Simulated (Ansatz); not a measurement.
The calculation used Ansatz, DFT PBE, scalar-relativistic, plane waves, PAW. Settings: cutoff 420 eV, Γ-centred meshes spaced at most about 0.3 Å⁻¹ (2π included), Gaussian smearing. No spin polarisation in the final relaxations.

These are static total energies at zero pressure.

Two forms of ZnCd2Se3 were relaxed alike.

A.

```cif
data_structure
_symmetry_space_group_name_H-M 'I-4m2'
_symmetry_Int_Tables_number 119
_cell_length_a 4.2541
_cell_length_b 4.2541
_cell_length_c 18.2688
_cell_angle_alpha 90.000
_cell_angle_beta 90.000
_cell_angle_gamma 90.000
_cell_volume 330.62
loop_
_atom_site_label
_atom_site_type_symbol
_atom_site_symmetry_multiplicity
_atom_site_Wyckoff_symbol
_atom_site_fract_x
_atom_site_fract_y
_atom_site_fract_z
_atom_site_occupancy
Zn1 Zn 2 b 0.50000 0.50000 0.00000 1
Cd1 Cd 4 e 0.50000 0.50000 0.33805 1
Se1 Se 4 f 0.50000 0.00000 0.42652 1
Se2 Se 2 c 0.00000 0.50000 0.25000 1
```

B.

```cif
data_structure
_symmetry_space_group_name_H-M 'P3m1'
_symmetry_Int_Tables_number 156
_cell_length_a 4.2647
_cell_length_b 4.2647
_cell_length_c 10.5206
_cell_angle_alpha 90.000
_cell_angle_beta 90.000
_cell_angle_gamma 120.000
_cell_volume 165.71
loop_
_atom_site_label
_atom_site_type_symbol
_atom_site_symmetry_multiplicity
_atom_site_Wyckoff_symbol
_atom_site_fract_x
_atom_site_fract_y
_atom_site_fract_z
_atom_site_occupancy
Zn1 Zn 1 a 0.00000 0.00000 0.66740 1
Cd1 Cd 1 b 0.33333 0.66667 0.99073 1
Cd2 Cd 1 c 0.66667 0.33333 0.33861 1
Se1 Se 1 b 0.33333 0.66667 0.73636 1
Se2 Se 1 a 0.00000 0.00000 0.43180 1
Se3 Se 1 c 0.66667 0.33333 0.08510 1
```

Question: Which form is favoured at zero pressure, and by what margin per atom?

Answer: A is lower, by 9 meV/atom. A has Zn and Cd ordered on zinc blende sites, space group I-4m2 (No. 119), 27.6 Å³/atom and a gap of 0.61 eV on its mesh; B has Zn and Cd ordered on zinc blende sites, space group P3m1 (No. 156), 27.6 Å³/atom and a gap of 0.55 eV. Counting Se atoms around Cd and Zn (those within 1.25 times the shortest such distance or 1.15 times the sum of covalent radii), A and B both have Zn 4, Cd 4. Both come from invented guesses.

Kohn–Sham gaps at this level usually fall short of measured ones. Cells relaxed within their symmetry can be saddle points.
